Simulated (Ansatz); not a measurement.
Relaxed CdS (wurtzite):

```
CdS
1.0
    4.19618     0.00000     0.00000
   -2.09809     3.63400     0.00000
    0.00000     0.00000     6.82953
Cd S
2 2
Cartesian
  0.00000   2.42266   6.82384
  2.09809   1.21133   3.40908
  0.00000   2.42266   2.56539
  2.09809   1.21133   5.98016
```

In each cell atom 2 (Cd, nearest neighbour S at 2.565 Å; its periodic images, 4.2 Å or more away, move with it) moves by s·(-0.818, 0.472, -0.329) (towards the nearest neighbour), the rest being held.

The numbers are results of PBE (plane waves to 420 eV, PAW, scalar-relativistic; Ansatz, a first-principles code), not measurements. k mesh 7×7×4 (Γ-centred), Fermi-Dirac smearing 0.05 eV. Energies are smeared free energies. CdS was relaxed with its symmetry unable to fall. ΔE is measured from the undisplaced structure.

Task: Give the computed ΔE (meV/cell) at s (Å) = -0.104, -0.052, 0.104, 0.156, 0.260.

Result: 
| s (Å) | ΔE (meV/cell) |
|---|---|
| -0.104 | 20.9 |
| -0.052 | 5.6 |
| 0.104 | 28.0 |
| 0.156 | 68.2 |
| 0.260 | 222.4 |

(For displaced atoms, the force is minus the slope of the energy, and its curvature is a force constant, which sets phonon frequencies.)
